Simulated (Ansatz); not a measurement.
CdS:
```
CELL_PARAMETERS angstrom
      4.19660     0.00000     0.00000
     -2.09830     3.63437     0.00000
      0.00000     0.00000     6.82843
ATOMIC_POSITIONS crystal
  Cd 0.66667 0.33333 0.00089
  Cd 0.33333 0.66667 0.50089
  S  0.66667 0.33333 0.62431
  S  0.33333 0.66667 0.12431
```

Relaxed with PBE.

Q: Give the Bader charges and basin volumes of the independent atoms, DFT-PBE in the program Ansatz with PAW potentials.

A: 

```tsv
atom	Bader charge (e)	Bader volume (Å³)
Cd1	+0.86	21.9
S3	-0.86	30.2
```

Space group P6_3mc (wurtzite). Symmetry was held in the PBE relaxation.

Potentials: the later of the program's two PAW sets.
